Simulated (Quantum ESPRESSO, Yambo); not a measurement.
Ba₂MgWO₆ (space group Fm-3m, No. 225). The geometry is that of Materials Project entry mp-18986, symmetrised and not relaxed again. Chain: norm-conserving PBEsol (Quantum ESPRESSO, 84 Ry, no spin-orbit coupling); G0W0 in Yambo (2×2×2 Γ-centred k mesh, bands 3 to 214 and a 7 Ry block in the screening, 214 bands in G with the Bruneval-Gonze terminator, plasmon pole fitted at 27.2 eV); BSE (4×4×4 mesh, 15 valence and 9 conduction bands, static screening with 91 bands and a 3 Ry block, scissor 1.73 eV, Tamm-Dancoff).

The PBEsol gap (dense path) is 2.73 eV and the PBEsol gap Γ → X on the GW mesh is 2.73 eV. The PBEsol smallest direct gap on the GW mesh, at X comes out as 2.78 eV and the G0W0 direct gap at that point comes out as 4.51 eV. The G0W0 correction to the gap Γ → X is 1.73 eV and the direct gap on the BSE mesh, with the scissor is 4.51 eV. The first BSE state allowed for light along x comes out as 4.07 eV, the lowest BSE state is 3.57 eV and the binding of the lowest exciton is 0.95 eV.

Rough cost of the Yambo steps against G0W0 for 6 states: BSE about 4×.

Nearest settings tried, and what they do to the gap: 143 bands in G: +16 meV; 143 bands in W, 143 bands in G: +72 meV; 6 Ry block (283 vectors against 307): -1 meV. Not varied: mesh. So the settings aren't converged at that level. The k mesh is coarse. The BSE states are vertical excitations (zero momentum). Convergence of the binding with the mesh was not shown.

Spin-orbit coupling is left out, which matters for elements this heavy: edges can move by tenths of an eV.
